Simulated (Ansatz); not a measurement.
A geometry of ScF₃ away from equilibrium: the start of the relaxation of a generated cell, ScF3 placed in the AFLOW prototype AB3_hP8_194_c_bf (D0_18, as in Na3As). The numbers are results of PBE (plane waves to 420 eV, PAW, scalar-relativistic; Ansatz, a program for electronic structure), not measurements. Γ-centred k-mesh 6×6×3 on the run's cell (coarser than for final values), Fermi–Dirac smearing 0.05 eV.

```xyz
8
Lattice="4.4136 0.0000 0.0000 -2.2068 3.8222 0.0000 0.0000 0.0000 7.7914" Properties=species:S:1:pos:R:3 pbc="T T T"
F      0.0000     0.0000     1.9478
F      0.0000     0.0000     5.8435
F      0.0000     2.5482     7.1447
F      2.2068     1.2741     3.2490
F      2.2068     1.2741     0.6467
F      0.0000     2.5482     4.5424
Sc     0.0000     2.5482     1.9478
Sc     2.2068     1.2741     5.8435
```

Which atoms carry the largest force, and which way does it point?

0.78 eV/Å, on F3, F4, F5, F6 (atoms numbered as listed); on F3 its components are (0.00, 0.00, 0.78).

What is the pressure?

-24.4 GPa, compression positive.

How much energy per atom can still be gained by relaxing?

0.76 eV/atom; the path ends in P6₃/mmc (No. 194) (AFLOW prototype AB3_hP8_194_c_bf (D0_18, as in Na3As)).

No spin polarisation in the result.

The run could not lose the symmetry of its start.

The first start was generated by placing the elements on the sites of a structure type. A measured structure of ScF3 has the same space group, P6₃/mmc (No. 194); the sites were not compared with it.
